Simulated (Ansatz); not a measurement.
The elements of this relaxed trial crystal are hidden behind letters.

```
lattice vectors (Å)
   4.3349    0.0000    0.0000
   0.0000    4.7719    0.0000
   0.0000    0.0000    5.4031
fractional positions
X 0.0000 0.0000 0.5000
X 0.0000 0.0000 0.0000
X 0.5000 0.5000 0.0000
X 0.5000 0.0000 0.7434
X 0.5000 0.0000 0.2566
Z 0.0000 0.5000 0.7621
Z 0.0000 0.5000 0.2379
Z 0.5000 0.5000 0.5000
```

Theory: DFT PBE, scalar-relativistic, plane waves, PAW (Ansatz 0.2.0). The final run on the 8-atom cell used 420 eV, a Γ-centred 10×8×8 mesh, 0.10 eV smearing and no spin polarisation.

```
Space group                               : Pmmm (No. 47)
Conventional cell                         : a = 4.335 Å, b = 4.772 Å, c = 5.403 Å
Volume per atom                           : 13.97 Å³
Density                                   : 8.82 g/cm³
Formation energy                          : +0.32 eV/atom
Gap on the 10×8×8 mesh of the 8-atom cell : 0 eV (a metal)
```

Energies are uncorrected and count from the elements' standard states at the same level.

Q: X is an s-block element of period 2 and Z is a d-block element of period 6. Which elements are they?

A: X = Li, Z = Re, so the formula is Li5Re3. Density times volume gives a mean mass of 8.82 × 13.97/1.6605 = 74.2 u per atom, and this set has 74.2 u. Among the elements that the hints allow, noble gases aside, only these give it. Li on a site of symmetry mmm has 4 Li at 2.54 Å, 2 Li at 2.70 Å, 4 Re at 2.77 Å and 4 Re at 3.22 Å; around Li on a second site of symmetry mmm lie 6 Li at 2.57–2.70 Å, 4 Re at 2.71 Å and 4 Li at 3.22 Å; Re on a site of symmetry mm2 is surrounded by 2 Li at 2.52 Å, 3 Re at 2.57–2.59 Å, 4 Li at 2.71–2.77 Å, 1 Re at 2.83 Å and 4 Li at 3.22 Å; 3 more sites not described.

Spin–orbit coupling, which can matter for Re, is left out. A structure relaxed within its symmetry needn't be a true minimum.
